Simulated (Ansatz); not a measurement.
Li6SI2O:
```xyz
10
Lattice="0.0000 4.4251 4.4251 4.4251 0.0000 4.4251 4.4251 4.4251 0.0000" Properties=species:S:1:pos:R:3 pbc="T T T"
Li     6.4114     4.4251     4.4251
Li     2.4389     4.4251     4.4251
Li     4.4251     6.4114     4.4251
Li     4.4251     2.4389     4.4251
Li     4.4251     4.4251     6.4114
Li     4.4251     4.4251     2.4389
I      2.2126     2.2126     2.2126
I      6.6377     6.6377     6.6377
S      0.0000     0.0000     0.0000
O      4.4251     4.4251     4.4251
```

Relaxed with PBE. Special points in fractions of this cell's reciprocal vectors: Γ (0.000, 0.000, 0.000); X (0.500, 0.000, 0.500); U (0.625, 0.250, 0.625); K (0.375, 0.375, 0.750); L (0.500, 0.500, 0.500); W (0.500, 0.250, 0.750).

List the band energies nearest the valence-band maximum at these points for PBE with spin–orbit coupling (plane waves, PAW; program Ansatz).

In eV from the valence-band maximum; about four levels below and three above (degenerate sets whole), none deeper than 8.9 eV; points with the same levels are listed once.

| k | below | above |
|---|---|---|
| Γ | -0.27 -0.27 -0.27 -0.27 | 3.73 3.73 4.44 4.44 4.44 4.44 |
| X | -0.10 -0.10 0.00 0.00 | 3.50 3.50 4.49 4.49 |
| U | -0.36 -0.36 -0.11 -0.11 | 3.80 3.80 4.92 4.92 |
| L | -0.38 -0.38 -0.31 -0.31 | 5.21 5.21 5.23 5.23 |
| W | -0.37 -0.37 -0.33 -0.33 | 4.18 4.18 4.19 4.19 |

Space group Fm-3m. The start of the workflow was typed in or built on a structure type; neither database checked (COD, Materials Project) lists it. Whether it is the stable phase at ambient conditions was not checked. Symmetry was held in the PBE relaxation; whether a distortion lowers the energy is not shown. The volume moved by 23 % from the start of the relaxation.

Potentials: the later of the program's two PAW sets.
